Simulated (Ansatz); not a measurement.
Task: Name crystals whose computed values (PBE+D3(BJ) in the plane-wave PAW code Ansatz) fall in these windows: B₀ by P(V) fit (GPa) 160 to 210; gap (eV) 1.3 to 1.6; electron conductivity mass (mₑ) 0.11 to 0.15.

Result: 

```
crystal                          B₀ by P(V) fit (GPa)  gap (eV)  electron conductivity mass (mₑ)
-------------------------------  --------------------  --------  -------------------------------
GaN, P6_422 (Ga on 3d, N on 3c)                   190      1.38                             0.13
```
Others may fit too.

Typed or built starts, not in the databases checked: GaN, P6_422 (Ga on 3d, N on 3c). Not the usual ambient phase: GaN, P6_422 (Ga on 3d, N on 3c). The cell was relaxed under the symmetry of its start. Scalar-relativistic: spin–orbit coupling is off unless named, which matters more the heavier the elements.

Potentials: the later of the program's two PAW sets.
